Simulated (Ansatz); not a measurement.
# Relaxing a structure of B6As

The relaxed structure here is a generated cell of B6As: the first start was made by a random draw of sites in a space group, and the end was not matched to a known phase here, so it may be hypothetical.

The start is a randomly generated symmetric cell of B6As (space group No. 121). The cell and all atomic positions are relaxed at zero pressure with r2SCAN (plane waves to 500 eV, PAW, scalar-relativistic; Ansatz, a program for electronic structure). The first steps use a coarse 7×7×7 k-mesh.

The start:
```
CELL_PARAMETERS angstrom
     -2.96677     2.96677     2.00657
      2.96677    -2.96677     2.00657
      2.96677     2.96677    -2.00657
ATOMIC_POSITIONS crystal
  As 0.00000 0.00000 0.00000
  B  0.31048 0.31048 0.80395
  B  0.50653 0.50653 0.19605
  B  0.68952 0.49347 0.00000
  B  0.49347 0.68952 0.00000
  B  0.50000 0.00000 0.50000
  B  0.00000 0.50000 0.50000
```

Question: What is the largest force in the starting geometry, and on which atom (counted from 1)?

Answer: About 14.8 eV/Å, on B2, B3, B4, B5 (atoms numbered as listed).

Question: By how much does the energy per atom fall from start to end?

Answer: 1.52 eV/atom.

Question: How does the volume change?

Answer: -13.5 %, from 10.09 to 8.73 Å³/atom.

Question: How do the shortest distances between atoms change?

Answer: The closest pairs of elements (up to four, under 3.6 Å), start → end: B–B 1.38 → 1.76 Å; As–B 1.83 → 2.24 Å.

Question: Is the relaxed structure metallic? Give its gap.

Answer: No gap (metallic).

Question: What does it relax into? Give the structure.

Answer: 
Space group I-42m (No. 121); a = 4.480 Å, b = 4.480 Å, c = 6.091 Å, α = 90.00°, β = 90.00°, γ = 90.00°

```csv
atom,site,symmetry,x,y,z
As,2a,-42m,0.0000,0.0000,0.0000
B,8i,..m,0.1420,0.1420,0.4003
B,4c,222.,0.0000,0.5000,0.0000
```
(The calculation used a cell of 7 atoms; values per cell refer to that cell.)

The space group stays I-42m (No. 121) (the run could not lower it), with 7 atoms in the primitive cell. Final values are on a 15×15×15 k-mesh of the relaxed cell. No spin polarisation in the result. The relaxed primitive cell holds an odd number of electrons. A magnetic state may lie lower.

The run could not lose the symmetry of its start: the end is stationary, and may be a saddle point rather than a minimum.
